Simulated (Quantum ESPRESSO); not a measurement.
# Planted mistakes on one cell of GaZnAlF6Cl2

Calculated results; nothing here was measured. They come from pw.x of Quantum ESPRESSO 7.5, a plane-wave density functional program, with PseudoDojo standard norm-conserving files (v0.5 for PBE, v0.4.1 for LDA and PBEsol). The cells are made up: elements, strain and atom displacements were drawn at random, and nothing was relaxed. There is no spin polarisation, spin-orbit coupling or dispersion term.

The cell has 12 sites of a rutile lattice (two cells along c). Sites 1 to 4 hold Ga Zn empty Al; sites 5 to 12 hold F F F F F Cl F Cl. Cell vectors in Å: (4.722, -0.043, 0.057); (-0.043, 4.799, -0.052); (0.075, -0.069, 6.217). Settings: PBE, cutoff 1143 eV, 5 x 5 x 4 k mesh shifted by half a step, Fermi-Dirac smearing of 0.025 eV.

The intended run has a self-consistency threshold of 1e-07 eV, a smearing term of 0.000 eV, a pressure of 11.63 GPa and 11 iterations. Each further run changes one thing: all lengths scaled by 1.0164; atoms of sites 10 and 11 exchanged; cutoff 659 eV; files of LDA; k mesh 1 x 1 x 1; one electron added; smearing 0.62 eV; threshold 0.4 eV. A coarse mesh keeps the shift, and a charged cell sits in a uniform background.

| run | change of free energy (eV) | smearing term -TS (eV) | change of P (GPa) | largest change of a force component (eV/Å) | iterations |
| --- | --- | --- | --- | --- | --- |
| A | -0.370 | 0.000 | -6.18 | 0.732 | 11 |
| B | 28.139 | 0.000 | -180.26 | 0.227 | 10 |
| C | 0.045 | 0.000 | 1.90 | 0.086 | 4 |
| D | 16.809 | 0.000 | -9.47 | 0.396 | 11 |
| E | 9.387 | -0.003 | 23.22 | 1.715 | 11 |
| F | 0.169 | 0.000 | 1.50 | 0.252 | 11 |
| G | -0.108 | -0.534 | 0.69 | 0.198 | 11 |
| H | -0.545 | 0.000 | -1.44 | 4.925 | 10 |

A rerun of the intended cell at 1437 eV and k mesh 7 x 7 x 6 moved values by no more than 0.004 eV in the cell's energy, 0.02 GPa in stress and 0.002 eV/Å in force.

Question: which change belongs to which run?

## Worked reading

Run C has the fewest iterations, as a run stopped early does. Run G has the largest smearing term, as wide smearing gives. Run B has a higher energy and the largest fall in pressure, as too small a basis gives. Run A changes the volume by a factor of 1.0500; minus its pressure change over the logarithm of that factor, 127 GPa, is a rough bulk modulus with clamped atoms. Energies from files of another functional, or of a charged cell, have another zero and say nothing on stability; the pressure of a charged cell rests on the program's zero of potential too.

## Key

```
run                              change
  A        all lengths scaled by 1.0164
  B                       cutoff 659 eV
  C                    threshold 0.4 eV
  D                        files of LDA
  E                  one electron added
  F                    k mesh 1 x 1 x 1
  G                    smearing 0.62 eV
  H  atoms of sites 10 and 11 exchanged
```